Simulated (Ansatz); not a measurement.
Input file for Ansatz (a first-principles code):

Ansatz 0.2 input:
```yaml
crystal:
  lattice:
    - [0.0, 2.8165370922, 2.8165370922]
    - [2.8165370922, 0.0, 2.8165370922]
    - [2.8165370922, 2.8165370922, 0.0]
  atoms:
    - { symbol: Ca, position: [0.0, 0.0, 0.0] }
    - { symbol: S, position: [0.5, 0.5, 0.5] }
kpoints:
  mp_grid: { grid: [7, 7, 7] }
basis: { xc_grid: 2 }
hamiltonian:
  xc: pbesol
  pseudopotentials: { kind: paw }
scf:
  occupations: { method: fixed }
output:
  optics: { e_range: [0.0, 15.0], de: 0.05, sigma: 0.1, bands: { spectra_wanted_up_to: 12 eV } }
```

Output (shortened):

```
output.optics: the spectra are integrated over the Brillouin zone by k·p interpolation around the k-points, where levels, occupations, output.optics.sigma and …
Pseudopotential: Ca, paw, valence charge 10
Pseudopotential: S, paw, valence charge 6
Functional definition: PBEsol
Crystal: 2 atoms, lattice volume = 44.687 Å³
Basis set: ecut = 420 eV, 893 PW (Γ), exchange–correlation on 54×54×54 points (8 copies of the dense FFT grid, shifted against one another)
Bands: 12, of which v1, the nominal top of the filled ones, is band 8 counted from 1 (7 counted from 0)
Symmetry: 48 space group operations
Space group: Fm-3m (ITA 225), of the structure as read, at distance tolerance 3.5e-5 Å
k-points: 20 of 343
SCF iter   1: F=—  HF=-2683.058091 eV  |F-HF|=—  |Δ(HF+E_count)|=         —  Δρ=4.14e-3  dr2=1.21e-2  ethr=1.77e-3  ⟨swp⟩=4.4  Hψ=1357  notcnv=0  defer=10
preconditioner: auto → none
SCF iter   2: F=—  HF=-2683.053732 eV  |F-HF|=—  |Δ(HF+E_count)|=   4.36e-3  Δρ=1.22e-3  dr2=4.28e-4  ethr=7.58e-5  ⟨swp⟩=2.0  Hψ=509  notcnv=0  defer=36
SCF iter   3: F=—  HF=-2683.053688 eV  |F-HF|=—  |Δ(HF+E_count)|=   4.35e-5  Δρ=5.06e-4  dr2=8.26e-5  ethr=2.67e-6  ⟨swp⟩=2.0  Hψ=422  notcnv=0  defer=36
SCF iter   4: F=—  HF=-2683.053718 eV  |F-HF|=—  |Δ(HF+E_count)|=   2.99e-5  Δρ=1.31e-4  dr2=3.91e-6  ethr=5.17e-7  ⟨swp⟩=2.0  Hψ=291  notcnv=0  defer=2
SCF iter   5: F=—  HF=-2683.053718 eV  |F-HF|=—  |Δ(HF+E_count)|=   1.59e-7  Δρ=9.98e-6  dr2=6.06e-8  ethr=2.44e-8  ⟨swp⟩=2.0  Hψ=318  notcnv=0
SCF iter   6: F=—  HF=-2683.053718 eV  |F-HF|=—  |Δ(HF+E_count)|=   4.56e-7  Δρ=2.31e-6  dr2=2.64e-9  ethr=3.78e-10  ⟨swp⟩=2.0  Hψ=319  notcnv=0
SCF iter   7: F=—  HF=-2683.053718 eV  |F-HF|=—  |Δ(HF+E_count)|=  3.10e-10  Δρ=3.45e-7  dr2=5.75e-11  ethr=1.65e-11  ⟨swp⟩=2.1  Hψ=317  notcnv=0
SCF iter   8: F=-2683.053718 eV  HF=-2683.053718 eV  |F-HF|=9.09e-13  |Δ(HF+E_count)|=  5.91e-12  Δρ=2.00e-8  dr2=5.45e-14  ethr=1.00e-12  ⟨swp⟩=3.9  Hψ=870  notcnv=0
SCF 1 converged in 8 iterations: F = -2683.053718 eV  dr2 = 5.45e-14
NSCF: frozen V_eff on 20 k-points
Optics k sum: 0 of 20 k-points
Optics k sum: 1 of 20 k-points
Optics k sum: 2 of 20 k-points
Optics k sum: 3 of 20 k-points
Optics k sum: 4 of 20 k-points
Optics k sum: 5 of 20 k-points
Optics k sum: 6 of 20 k-points
Optics k sum: 7 of 20 k-points
Optics k sum: 8 of 20 k-points
Optics k sum: 9 of 20 k-points
Optics k sum: 10 of 20 k-points
Optics k sum: 11 of 20 k-points
Optics k sum: 12 of 20 k-points
Optics k sum: 13 of 20 k-points
Optics k sum: 14 of 20 k-points
Optics k sum: 15 of 20 k-points
Optics k sum: 16 of 20 k-points
Optics k sum: 17 of 20 k-points
Optics k sum: 18 of 20 k-points
Optics k sum: 19 of 20 k-points
Optics k sum: 20 of 20 k-points
Optics k sum: 0 of 20 k-points
Optics k sum: 1 of 20 k-points
Optics k sum: 2 of 20 k-points
Optics k sum: 3 of 20 k-points
Optics k sum: 4 of 20 k-points
Optics k sum: 5 of 20 k-points
Optics k sum: 6 of 20 k-points
Optics k sum: 7 of 20 k-points
Optics k sum: 8 of 20 k-points
Optics k sum: 9 of 20 k-points
Optics k sum: 10 of 20 k-points
Optics k sum: 11 of 20 k-points
Optics k sum: 12 of 20 k-points
Optics k sum: 13 of 20 k-points
Optics k sum: 14 of 20 k-points
Optics k sum: 15 of 20 k-points
Optics k sum: 16 of 20 k-points
Optics k sum: 17 of 20 k-points
Optics k sum: 18 of 20 k-points
Optics k sum: 19 of 20 k-points
Optics k sum: 20 of 20 k-points
NSCF: frozen V_eff on 1 k-points
NSCF: frozen V_eff on 1 k-points
NSCF: frozen V_eff on 1 k-points
NSCF: frozen V_eff on 1 k-points
output.optics: what the bands over the 22 summed would add to eps1, eps2 and the energy-loss function is held between a lower and an upper bound (6 Lanczos …
SCF converged after 8 iterations
Free energy (F): -2683.053718 eV
Harris-Foulkes:  -2683.053718 eV  (|F-HF|=9.09e-13)
Internal energy: -2683.053718 eV  (E = F + TS)
E sigma→0 (E₀):  -2683.053718 eV
Fermi energy:    6.231992 eV
--- Per-component energies (eV) ---
  E_band       = -129.162647
  E_kinetic    = 386.566216
  E_local      = -809.142971  (includes V_loc(G=0)·N_el)
  E_nonlocal   = 92.931750
  E_hartree    = 265.021603
  E_xc         = -233.480729
  E_vxc        = -259.726584  (∫ρ·V_xc dr)
  E_paw        = -1421.022228  (= ΣΔE_a)
  E_vpaw       = -69.834262  (= ΣTr[D̂ρ^β])
  E_aug_tail   = -0.000005  (compensation charges beyond the density's cutoff)
  E_ewald      = -964.108099
  E_core_change = 0.180744  (= ΣΔE_core)
  E_smearing   =  0.000000  (= −TS)
  E_closure    = 0.000000  (closes the sum)
  Σ components = -2683.053718   (vs F -2683.053718, Δ=0.00e0)
  [band-id]    e_kinetic+e_local+e_nonlocal+2·e_hartree+e_vxc+e_vpaw+e_augmentation_tail = -129.162648   (vs E_band -129.162647, Δ=-1.27e-6)
--- Band table (eV; the first three rows and the last of 20) ---
  k-point 0: bands = ["-32.6640", "-13.7317", "-13.7317", "-13.7317", "-5.2026", "6.2320", "6.2320", "6.2320", "10.3075", "10.3075", "10.3075", "10.4121"]
  k-point 1: bands = ["-32.6614", "-13.7709", "-13.7346", "-13.7346", "-5.0490", "5.3603", "5.9232", "5.9232", "10.3135", "10.6181", "10.6181", "11.4017"]
  k-point 2: bands = ["-32.6555", "-13.8566", "-13.7411", "-13.7411", "-4.6804", "3.9800", "5.3831", "5.3831", "10.5168", "11.3894", "11.3894", "12.8313"]
  k-point 19: bands = ["-32.6459", "-13.8413", "-13.8396", "-13.7849", "-4.3903", "4.1606", "4.2491", "4.8693", "10.5620", "11.5729", "12.4619", "12.8654"]
```

Cost: very roughly 11 core-seconds on shared cores.

Symmetry was held in the PBEsol relaxation.

Potentials: the later of the program's two PAW sets.

Ansatz is a plane-wave DFT program.
